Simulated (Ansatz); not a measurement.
Crystals of one structure type (rock salt) and one family of elements, relaxed and computed with PBE in the plane-wave PAW code Ansatz.

| crystal | K_Hill (GPa) | G_Hill (GPa) |
|---|---|---|
| RbBr | 11.9 | 6.3 |
| KBr | 13.5 | 7.5 |
| RbCl | 14.2 | ? |
| LiBr | 25.8 | 16.0 |
| KF | 29.0 | 16.7 |
| NaF | 44.8 | 29.5 |
| LiF | 67.4 | 46.2 |

**Question.** Fit a straight line to ln G against ln K and predict the withheld value.

**Answer.** Least squares on the 6 shown rows: ln G = 1.14 × ln K + (-0.968), with a scatter of 3 %. For RbCl this gives 7.8. The run itself gave 7.7, within the scatter.

All cells were relaxed under the symmetry of their starts (and spin orders); stability against distortions was not tested throughout. Scalar-relativistic: spin–orbit coupling is off unless named, which matters more the heavier the elements.

Potentials: the later of the program's two PAW sets.
